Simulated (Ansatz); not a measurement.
Profile along the N–Ga line in GaN (zinc blende)

GaN (zinc blende), conventional cell a = b = c = 4.498 Å, α = β = γ = 90.00°. The calculation uses the primitive cell of 2 atoms, to which meshes and values per cell refer.

Fields along a shortest N–Ga line of a {110} plane (1.95 Å), from N to Ga, interpolated on the slice's grid (step about 0.2 Å). All values below come from r2SCAN (plane waves to 500 eV, PAW, scalar-relativistic; Ansatz, a first-principles code). k mesh 13×13×13. Inside the PAW spheres the values are not all-electron values, and peaks at nuclei hang on which shells count as valence. GaN was relaxed with its symmetry unable to fall.

| distance from N (Å) | valence electron density (e/Å³) | electron localisation function |
|---|---|---|
| 0.00 | 3.43 | x |
| 0.10 | 3.50 | x |
| 0.20 | 3.52 | x |
| 0.29 | 3.47 | x |
| 0.39 | 3.06 | x |
| 0.49 | 2.46 | 0.77 |
| 0.59 | 1.88 | 0.84 |
| 0.68 | 1.40 | 0.85 |
| 0.78 | 1.07 | 0.81 |
| 0.88 | 0.86 | 0.68 |
| 0.97 | 0.75 | 0.49 |
| 1.07 | 0.73 | 0.33 |
| 1.17 | 0.84 | 0.23 |
| 1.27 | 1.22 | 0.16 |
| 1.36 | 2.21 | 0.11 |
| 1.46 | 4.70 | 0.07 |
| 1.56 | 10.33 | x |
| 1.66 | 20.65 | x |
| 1.75 | 34.72 | x |
| 1.85 | 47.70 | x |
| 1.95 | 53.10 | x |

x: too close to a nucleus for the ELF to mean much.

Density on the N–Ga line (1.95 Å) at its density minimum, 1.0 Å from N: 0.72 e/Å³. ELF at that point: 0.4. ELF maximum in the middle third of the N–Ga line: 0.85, 0.7 Å from N.
